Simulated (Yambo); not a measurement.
A G0W0@LDA run in Yambo for K2BrOH (space group P2_1/m, No. 11) (2×2×1 Γ-centred k mesh, 337 bands and a 7 Ry block in the screening, 337 bands in G with the Bruneval-Gonze terminator, plasmon pole fitted at 27.2 eV) gives these matrix elements, in eV, at the band edges (Γ → Γ):

```
state               E0    <Vxc>     <Σx>  <Σc(E0)>      Z
---------------  -----  -------  -------  --------  -----
valence edge     0.000  -17.318  -22.879     3.545  0.788
conduction edge  3.231   -7.687   -3.426    -2.962  0.870
```

Task: Solve the linearised quasiparticle equation for both states, give the gap, and say how exchange and correlation each act on it.

Result: E = E0 + Z(Σx + Σc − Vxc). Valence: 0.000 + 0.788 × (-22.879 + (3.545) − (-17.318)) = -1.59 eV. Conduction: 3.231 + 0.870 × (-3.426 + (-2.962) − (-7.687)) = 4.36 eV. The gap is 5.95 eV, against 3.23 eV in LDA. Replacing Vxc by bare exchange alone would open it by 9.82 eV; correlation takes back 6.51 eV of that, and Z scales what is left. Nearest settings tried, and what they do to the gap: 215 bands in G: -4 meV; 215 bands in W, 215 bands in G: -8 meV; 6 Ry block (395 vectors against 513): -35 meV; 1×2×1 mesh: -141 meV. So the settings aren't converged at that level. The k mesh is coarse. Spin-orbit splittings are left out.

Geometry of the Materials Project entry, not relaxed at this level; primitive cell a = 6.8320 Å, b = 4.3171 Å, c = 8.5934 Å, α = 90.00°, β = 108.15°, γ = 90.00°.

The structure is a Materials Project entry; no match was found in the copy of COD used, and its stability was not checked.
